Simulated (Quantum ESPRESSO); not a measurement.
```
CELL_PARAMETERS angstrom
     -2.01633     2.87561     3.40000
      2.01633    -2.87561     3.40000
      2.01633     2.87561    -3.40000
ATOMIC_POSITIONS crystal
  O  0.62883 0.00000 0.62883
  O  0.37117 0.00000 0.37117
  Rb 0.25234 0.25234 0.00000
  Rb 0.74766 0.74766 0.00000
```

The PBEsol cell relaxed from Materials Project entry mp-7895 was given an isotropic strain of -3 % on all lattice vectors, and the atoms were relaxed again.

What does PBEsol (Quantum ESPRESSO, PseudoDojo norm-conserving, 84 Ry, no spin-orbit coupling) give for the electronic structure near the Fermi level?

The PBEsol gap is indirect, 1.98 eV, from Γ to 30 % of the way from Γ to Y; the smallest direct gap is 2.11 eV. 

Letters of k points follow the standard setting of the lattice, whose axes may be ordered differently from the printed cell.
